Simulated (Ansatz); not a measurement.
**CoSi2: from a starting cell to a relaxed one**

The start is a generated trial cell of CoSi2 in the AFLOW prototype AB2_cP12_205_a_c (C2, as in FeS2). Cell shape, volume and atoms are optimised at zero target pressure with r2SCAN (plane waves to 500 eV, PAW, scalar-relativistic; Ansatz, an electronic-structure program). The first steps use a 5×5×5 k-mesh.

Initial structure:
```
CoSi2
1.0
    5.21612     0.00000     0.00000
    0.00000     5.21612     0.00000
    0.00000     0.00000     5.21612
Co Si
4 8
Direct
  0.00000   0.00000   0.00000
  0.50000   0.50000   0.00000
  0.00000   0.50000   0.50000
  0.50000   0.00000   0.50000
  0.38510   0.38510   0.38510
  0.88510   0.11490   0.61490
  0.61490   0.88510   0.11490
  0.11490   0.61490   0.88510
  0.61490   0.61490   0.61490
  0.11490   0.88510   0.38510
  0.38510   0.11490   0.88510
  0.88510   0.38510   0.11490
```
Spin-polarised start, with parallel moments on Co.

```json
{
  "outcome": "The space group goes from Pa-3 (No. 205) to Fm-3m (No. 225); the end is AFLOW prototype AB2_cF12_225_a_c (C1, as in CaF2), with 3 atoms in the primitive cell",
  "energy_released": "1.16 eV/atom",
  "volume_change": "+5.8 %, from 11.83 to 12.52 Å³/atom",
  "Shortest distances (start → end)": "The closest pairs of elements (up to four, under 3.6 Å), start → end: Si–Si 2.08 → 2.66 Å; Co–Si 2.18 → 2.30 Å",
  "band_gap_at_the_end": "zero (metallic)",
  "optimiser_moves": "12"
}
```

Relaxed structure:

Space group Fm-3m (No. 225); a = b = c = 5.316 Å, α = β = γ = 90.00°

```json
[
 {"atom": "Co", "site": "4a", "symmetry": "m-3m", "x": "0.0000", "y": "0.0000", "z": "0.0000"},
 {"atom": "Si", "site": "8c", "symmetry": "-43m", "x": "0.2500", "y": "0.2500", "z": "0.2500"}
]
```
(The calculation used a cell of 3 atoms; values per cell refer to that cell.)

Final values are on a 12×12×12 k-mesh of the relaxed cell. No spin polarisation in the result: the starting moments vanished. The relaxed primitive cell holds an odd number of electrons. A magnetic state may lie lower.

The run could not lose the symmetry of its start.

The first start was generated by placing the elements on the sites of a structure type. A measured structure of CoSi2 has the same space group, Fm-3m (No. 225); the sites were not compared with it.
